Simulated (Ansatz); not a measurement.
The cell comes from COD entry 9008725, which wasn't checked; take it as a given geometry. The listed cell was then made from it by scaling, straining or moving an atom.

An input for SnSe: DFT, LDA, all-electron PAW with datasets made for the crystal, scalar-relativistic (Ansatz 0.2.0).

Command: `ansatz run input.yaml --threads 1 --pin off --max-ram 3072MiB --backend cpu --events-out ev --progress --plain --runs-dir out` The run took 5.8 s on 1 thread of Intel(R) Xeon(R) Platinum 8488C (Sapphire Rapids) (shared host), peak memory 0.45 GiB.

```yaml
crystal:
  lattice:
    - [0.0, 2.9799, 3.01]
    - [2.9799, 0.0, 3.01]
    - [2.9799, 2.9799, 0.0]
  atoms:
    - { symbol: Sn, position: [0.0, 0.0, 0.0] }
    - { symbol: Se, position: [0.5, 0.5, 0.5] }
kpoints:
  mp_grid: { grid: [9, 9, 9] }
scf:
  occupations: { method: fermi_dirac, width: 0.02 }
hamiltonian:
  xc: lda
  pseudopotentials: { kind: all_electron, datasets: crystal }
output:
  forces: true
  stress: true
  eigenvalues: true
  efg: { contact_densities: true }
```

The results part of the log:

```
SCF 1 converged in 7 iterations: F = -233985.729971 eV  dr2 = 6.51e-9
  Residual-converged pass: ⟨swp⟩=3.0  Hψ=2052  notcnv=0  max |occ|·‖R‖ = 5.3e-6 eV (tolerance 5.3e-6 eV)  dr2=6.97e-9  dr2_onsite=4.77e-8  max |Δocc| = 4.8e-11
  greatest PAW one-centre occupation: 0.988 electrons in one spin orbital (limit 2), on the Sn atom at site 0 (counted from 0), in its partial waves of l = 2
SCF converged after 7 iterations
Free energy (F): -233985.729971 eV
Harris-Foulkes:  -233985.729971 eV  (|F-HF|=6.29e-9)
Internal energy: -233985.729971 eV  (E = F + TS)
E sigma→0 (E₀):  -233985.729971 eV
Entropy (-TS):   -0.000000 eV (-0.000 meV/atom)
Past the cutoff: the bands carry plane waves up to 1.75 times it, of which those up to 1.5 times it add -0.000246 eV an atom, each by itself; the spheres take 0.000518 eV an atom off the energy for waves past 1.75 times it
By the cutoff:   a pressure is off by up to 0.008 GPa (1.2 times the spheres' own share and the shells' term, over an atom's volume, and 0.004 GPa: a bound that held against runs at twice the plane waves)
Past the cutoffs: a stress includes 0.0015 GPa for waves and charges beyond them, in addition to the slope of what the spheres take
In the spheres:  the bands' charges fall short by 2.5e-7 e at most (sound up to 1e-3)
Fermi energy:    11.000978 eV
--- Per-component energies (eV) ---
  The terms above E_closure are by the made datasets' own strengths, without shells solved beside the bands.
--- Forces (eV/Å), atoms counted from 1 ---
  atom   1  Sn    -0.00000000    -0.00000000    -0.00000000
  atom   2  Se     0.00000000     0.00000000    -0.00000000
  max |Σ_I F_I| component: 3.16e-30 eV/Å
--- Stress (GPa, compression-positive) ---
       -1.881389       0.000000       0.000000
        0.000000      -1.881389       0.000000
        0.000000       0.000000      -3.071490
  P = ⅓ Tr σ = -2.2781 GPa (-22.781 kbar)
--- PAW observables at the nuclei: V_zz in 10²¹ V/m², potentials from the cell's mean, atoms counted from 1 ---
  atom   1  Sn V_zz =    +1.491791   η = 0.0000   by run symmetry: allowed
            electrostatic potential = -8167.445482 V   contact ρ = 1231443.296113 e/Å³
  atom   2  Se V_zz =    +0.158957   η = 0.0000   by run symmetry: allowed
            electrostatic potential = -4708.089547 V   contact ρ = 261701.015127 e/Å³
--- Band table (eV; the first three rows and the last of 75) ---
  k-point 0: bands = ["-10.6659", "-10.6631", "-10.6617", "-10.6617", "-10.6601", "-3.2277", "5.6376", "8.5530", "8.5530", "8.6512", "14.9357", "15.1760"]
  k-point 1: bands = ["-10.6666", "-10.6641", "-10.6612", "-10.6603", "-10.6590", "-3.1376", "5.1555", "8.5737", "8.6275", "8.9670", "14.2826", "14.4928"]
  k-point 2: bands = ["-10.6689", "-10.6668", "-10.6602", "-10.6562", "-10.6550", "-2.8881", "4.1915", "8.6403", "8.6749", "9.6298", "13.1485", "13.4217"]
  k-point 74: bands = ["-10.6958", "-10.6657", "-10.6564", "-10.6436", "-10.6430", "-1.9757", "4.3623", "5.2992", "7.2065", "7.4345", "14.0183", "15.7172"]
```
